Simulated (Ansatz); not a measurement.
BaF₂:
```cif
data_BaF2
_chemical_formula_sum 'Ba1 F2'
_space_group_name_H-M_alt 'P 1'
_space_group_IT_number 1
_cell_length_a 4.38033
_cell_length_b 4.38033
_cell_length_c 4.38033
_cell_angle_alpha 60.000
_cell_angle_beta 60.000
_cell_angle_gamma 60.000
loop_
_space_group_symop_operation_xyz
  'x, y, z'
loop_
_atom_site_label
_atom_site_type_symbol
_atom_site_fract_x
_atom_site_fract_y
_atom_site_fract_z
_atom_site_occupancy
Ba1 Ba 0.00000 0.00000 0.00000 1
F1 F 0.25000 0.25000 0.25000 1
F2 F 0.75000 0.75000 0.75000 1
```

Relaxed with r²SCAN.

Task: Tabulate the valence density and the electron localisation function along the shortest Ba–F contact (2.68 Å), plane-wave PAW r²SCAN (Ansatz code).

Result: 

| distance from Ba (Å) | density (e/Å³) | ELF |
|---|---|---|
| 0.27 | 0.51 | 0.01 |
| 0.40 | 0.90 | 0.19 |
| 0.54 | 1.27 | 0.57 |
| 0.67 | 1.40 | 0.80 |
| 0.80 | 1.25 | 0.87 |
| 0.94 | 0.93 | 0.86 |
| 1.07 | 0.60 | 0.78 |
| 1.21 | 0.37 | 0.49 |
| 1.34 | 0.23 | 0.15 |
| 1.48 | 0.19 | 0.06 |
| 1.61 | 0.23 | 0.13 |
| 1.74 | 0.37 | 0.40 |
| 1.88 | 0.69 | 0.69 |
| 2.01 | 1.39 | 0.80 |
| 2.15 | 2.98 | 0.81 |
| 2.28 | 5.94 | 0.77 |
| 2.41 | 9.70 | 0.65 |

The density is the valence pseudo-density with augmentation charge, so density and ELF within about 1 Å of a nucleus are not all-electron values.

Space group Fm-3m (fluorite). The cell was relaxed with r²SCAN under the symmetry of its start. Scalar-relativistic: spin–orbit coupling is off unless named, which matters more the heavier the elements.

Potentials: the later of the program's two PAW sets.
